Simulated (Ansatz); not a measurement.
Input:

YIr:
```yaml
crystal:
  lattice:
    - [3.35822, 0.00000, 0.00000]
    - [0.00000, 3.35822, 0.00000]
    - [0.00000, 0.00000, 3.35822]
  atoms:
    - { symbol: Y, position: [0.50000, 0.50000, 0.50000] }
    - { symbol: Ir, position: [0.00000, 0.00000, 0.00000] }
```

This is the LDA-relaxed structure.

**Question.** All from DFT-LDA in the program Ansatz with PAW potentials, unless another level is named. Estimate the density of states at the Fermi level.

**Answer.** 0.32 states/eV per atom (mean over ±0.08 eV).

**Question.** And the formation energy from the elements (no fitted shifts)?

**Answer.** -0.78 eV/atom.

Space group Pm-3m (CsCl type). The first step of the workflow began from a Materials Project structure, measured or hypothetical; the Crystallography Open Database files this formula in space group No. 221, but the cells were not matched. Whether it is the stable phase at ambient conditions was not checked. Symmetry was held in the LDA relaxation; of distortions, only those at the zone centre were tested. The run is not spin-polarised. The references are the lowest solids computed at this level, not always the standard phases. Scalar-relativistic: spin–orbit coupling is off unless named, which matters more the heavier the elements.

Potentials: the later of the program's two PAW sets.
